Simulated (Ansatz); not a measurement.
# Computed properties of Al

Al:
```xyz
2
Lattice="2.8392 0.0000 0.0000 -1.4196 2.4589 0.0000 0.0000 0.0000 4.6711" Properties=species:S:1:pos:R:3 pbc="T T T"
Al     1.4196     0.8196     3.5034
Al     0.0000     1.6392     1.1678
```

Space group P6_3/mmc (No. 194), hcp (Mg type); conventional cell a = b = 2.8392 Å, c = 4.6711 Å, α = β = 90.00°, γ = 120.00°.

Method: the program Ansatz at the PBEsol level (PAW). The cell and atoms are relaxed at this level. Other levels are named where they apply.

### Cell and energy

```
Item                  Value
---------------  ----------
Volume per atom    16.31 Å³
Density          2.75 g/cm³
```

### Electronic structure

```
Property                                                                     Value
------------------------------------  --------------------------------------------
Electronic character                                             metallic (no gap)
Density of states at the Fermi level  0.42 states/eV per atom (mean over ±0.08 eV)
```

### Mechanics

```
Property                                                                                        Result
--------------------------------------------  --------------------------------------------------------
Bulk modulus (Birch–Murnaghan fit)                                                            78.6 GPa
Pressure derivative B′                                                                             4.5
Elastic constants (relaxed ions, GPa)         C11 = 122, C12 = 62.8, C13 = 53.7, C33 = 126, C44 = 12.3
Mechanical stability                                            stable (all eigenvalues of C positive)
Hill bulk and shear moduli                                                           79.0 and 21.9 GPa
Young's modulus                                                                               60.0 GPa
Poisson's ratio                                                                                   0.37
Debye temperature from the elastic constants                                                     374 K
```

### Phonons

```
Item                                                   Result
-------------------------------  ----------------------------
Highest zone-centre frequency                        325 cm⁻¹
Zone-centre stability                  no imaginary mode at Γ
Dynamical stability on the path  stable (no imaginary branch)
Zero-point energy                               38.1 meV/atom
Vibrational entropy at 300 K          28.0 J/(K·mol of atoms)
```

The workflow started from a Materials Project entry (that database holds measured and hypothetical structures alike); the Crystallography Open Database copy checked does not list it. It is not the phase usual at ambient conditions (space group No. 225). The PBEsol relaxation kept the symmetry of its start. As this level gives no gap, shear constants depend on the k-mesh and smearing (Fermi–Dirac, 0.1 eV here). As this level gives no gap, phonon frequencies hold no LO–TO term and depend on the k-mesh and smearing (Fermi–Dirac, 0.1 eV here). Axis ratios of metals converge slowly with the k-mesh, so a and c are less sure than the volume.

Potentials: the earlier of the program's two PAW sets.
